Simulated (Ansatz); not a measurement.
The start is a relaxed TiAl cell displaced along its unstable phonon at q = Γ (158i cm⁻¹), largest move 0.15 Å. Cell shape, volume and atoms are optimised at zero target pressure with PBE (plane waves to 420 eV, PAW, scalar-relativistic; Ansatz, a first-principles code). The first steps use a coarse 8×8×6 k-mesh.

Input geometry:
```
CELL_PARAMETERS angstrom
      4.62163     0.00000     0.00000
     -2.31082     4.00245     0.00000
      0.00000     0.00000     5.16941
ATOMIC_POSITIONS crystal
  Ti 0.66667 0.33333 0.27769
  Ti 0.33333 0.66667 0.72231
  Al 0.66667 0.33333 0.77902
  Al 0.33333 0.66667 0.22098
```

| Quantity | Value |
|---|---|
| Largest initial force | 0.57 eV/Å, on Ti1, Ti2 (atoms numbered as listed) |
| Energy released | 0.44 eV/atom |
| Relative to the parent | It does not go back: it reaches P-3m1 (No. 164), 0.48 eV/atom below the parent |
| Band gap at the end | zero (metallic) |
| Optimiser moves | 13 |

The end point of the relaxation:

Space group P-3m1 (No. 164); a = b = 3.898 Å, c = 5.948 Å, α = β = 90.00°, γ = 120.00°

| atom | site | symmetry | x | y | z |
|---|---|---|---|---|---|
| Ti | 2d | 3m. | 0.6667 | 0.3333 | 0.3699 |
| Al | 2d | 3m. | 0.3333 | 0.6667 | 0.1160 |

Final values are on a 14×14×8 k-mesh of the relaxed cell. No spin polarisation in the result. A magnetic state may lie lower.

The run could not lose the symmetry of its start, so the end can be a saddle point.

The relaxed structure here is a generated cell of TiAl: the first start was made by placing the elements on the sites of a structure type, and the end was not matched to a known phase here, so it may be hypothetical. Known forms of TiAl include space group No. 123.
